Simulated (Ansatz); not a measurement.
**Magnetic orders of YV**

The calculation used DFT PBE, scalar-relativistic, plane waves, PAW (Ansatz).

```
V Y
1.0
     3.61524    0.00000    0.00000
     0.00000    3.61524    0.00000
     0.00000    0.00000    3.61644
V Y
1 1
Cartesian
  0.0000 0.0000 0.0000
  1.8076 1.8076 1.8082
```

* plane-wave cutoff: 420 eV
* Γ-centred k-mesh: 14×14×10
* occupation rule: Gaussian smearing, 0.1 eV
* list of starting moments (μB, in atom order): 2 0
* check for lower electronic states after the SCF: off

Each order was relaxed in cell and atoms. Site moments are spin moments in atom-centred spheres that scale with the neighbour distance. The states are those that the runs reached from these starts; a lower one can exist. No antiferromagnetic start is among these.

Problem. Starts tried: no spin; ferromagnetic. Which state comes out lowest, and what are the moments?

Solution. The lowest state is ferromagnetic, reached from the start “ferromagnetic”, with site moments (μB) V +2.65, Y +0.24.

| start | ends | energy above lowest (meV/atom) | site moments (μB) | gap on mesh (eV) | volume (Å³/atom) |
| --- | --- | --- | --- | --- | --- |
| no spin | non-magnetic | 236 | none over 0.05 | metal | 21.70 |
| ferromagnetic | ferromagnetic | 0.00 | V +2.65, Y +0.24 | metal | 23.63 |

Cost: 2 runs of about 2.2 core-minutes in all, on Intel Xeon 6975P-C (Granite Rapids) (shared hosts).